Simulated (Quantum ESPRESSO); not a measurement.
Ta2MoPt2MgTiIn, different elements on one site, starting from this cell

A calculation, not a measurement. The program is pw.x of Quantum ESPRESSO 7.5 (plane-wave density functional theory). The cell is made up: eight metal atoms on a face-centred cubic lattice, with elements, volume, strain and displacements drawn at random and not relaxed, so it may be unstable or far from any real phase. PseudoDojo standard norm-conserving files set the functional (PBE unless stated); there is no spin polarisation or spin-orbit coupling, the Fermi-Dirac width of 0.25 eV means electrons at about 2900 K, and the masses in the input are unused placeholders. Heavy elements are run without spin-orbit coupling, which real alloys of them have. A spin test at this wide smearing found no moment, but such smearing suppresses magnetism that the real alloy may have.

The runs put different elements on site 8. Cell, positions, cutoff, mesh and smearing stay as in the input of run 1; sites are counted in its order. Stress in the tables is positive in tension.

Input of run 1:

```
&control calculation='scf', pseudo_dir='./dojo.nc.sr.pbe.v0_5.standard.upf', outdir='./o', disk_io='minimal', tprnfor=.true., tstress=.true. /
&system ibrav=0, nat=8, ntyp=6, nbnd=73, ecutwfc=84.00895049, nosym=.true., tot_charge=0,
 occupations='smearing', smearing='fd', degauss=0.0183746611
/
&electrons conv_thr=1.470e-08, electron_maxstep=70, mixing_beta=0.5 /
ATOMIC_SPECIES
In 1.0 In.upf
Mg 1.0 Mg.upf
Mo 1.0 Mo.upf
Pt 1.0 Pt.upf
Ta 1.0 Ta.upf
Ti 1.0 Ti.upf
CELL_PARAMETERS angstrom
2.0989 4.2212 2.1306
2.1878 -4.2672 2.1337
4.2533 -0.0429 -4.2309
ATOMIC_POSITIONS angstrom
Ta 0.0016 0.0021 0.0093
Mo 2.0762 -0.0275 -2.1624
Pt 2.1769 -2.1047 0.0711
Mg 4.2173 -2.1765 -2.1443
Pt 2.0938 2.1134 0.0364
Ta 4.2493 2.0693 -2.0965
Ti 2.1875 0.0165 2.0805
In 4.2491 -0.0591 0.0083
K_POINTS automatic
5 5 4 1 1 1
```

| run | elements on sites 1 to 8 | -TS (eV) | pressure (GPa) | stress xx (GPa) | stress yy (GPa) | stress zz (GPa) | stress yz (GPa) | stress xz (GPa) | stress xy (GPa) | iterations |
| --- | --- | --- | --- | --- | --- | --- | --- | --- | --- | --- |
| 1 | Ta Mo Pt Mg Pt Ta Ti In | -1.716 | -12.93 | 12.53 | 14.26 | 12.01 | 1.79 | -1.86 | 0.26 | 17 |
| 2 | Ta Mo Pt Mg Pt Ta Ti Ir | -1.939 | -20.92 | 21.27 | 20.45 | 21.04 | 0.34 | -2.13 | -0.63 | 16 |
| 3 | Ta Mo Pt Mg Pt Ta Ti W | -1.885 | -19.42 | 19.91 | 18.68 | 19.69 | -0.22 | -0.87 | -0.90 | 17 |
| 4 | Ta Mo Pt Mg Pt Ta Ti Pt | -1.897 | -19.24 | 19.27 | 19.59 | 18.87 | 0.86 | -2.48 | -0.29 | 16 |
| 5 | Ta Mo Pt Mg Pt Ta Ti Mg | -1.773 | -14.21 | 13.62 | 15.95 | 13.05 | 1.81 | -2.21 | 0.45 | 14 |

Forces Fx Fy Fz (eV/Å):

```
site             run 1             run 2             run 3             run 4             run 5
   1   0.32 0.10 -0.47   0.38 0.11 -0.52   0.43 0.09 -0.55   0.30 0.12 -0.46   0.27 0.09 -0.40
   2  0.63 -0.02 -0.10  0.29 -0.02 -0.25   0.28 0.01 -0.15  0.39 -0.02 -0.22  0.62 -0.02 -0.08
   3  -0.54 -0.07 0.22  -0.38 -0.01 0.19  -0.12 0.04 -0.10  -0.49 -0.05 0.28  -0.39 -0.05 0.10
   4    0.29 0.09 0.39   -0.14 0.07 0.85    0.15 0.08 0.57   -0.13 0.06 0.83    0.21 0.08 0.46
   5  -0.27 -0.12 0.32  -0.25 -0.05 0.18  -0.09 -0.04 0.04  -0.28 -0.05 0.21  -0.07 -0.07 0.07
   6  -0.51 0.14 -0.19  -1.37 -0.05 0.80   -0.96 0.01 0.36  -1.21 -0.01 0.63  -0.54 0.14 -0.14
   7  0.20 -0.12 -0.15  0.75 -0.21 -0.72  0.17 -0.19 -0.12  0.80 -0.18 -0.77  0.21 -0.11 -0.18
   8  -0.13 0.00 -0.03   0.72 0.16 -0.53  0.14 -0.01 -0.05   0.62 0.14 -0.51  -0.32 -0.06 0.17
```

Energies are left out, as each element's file has its own zero. A rerun of one cell of this series at a higher cutoff and on a denser mesh moved values by no more than 0.003 eV in energy, 0.02 GPa in stress and 0.004 eV/Å in force, and a second program with other atomic files agreed on that cell to 2 % rms in force and 0.5 GPa in pressure.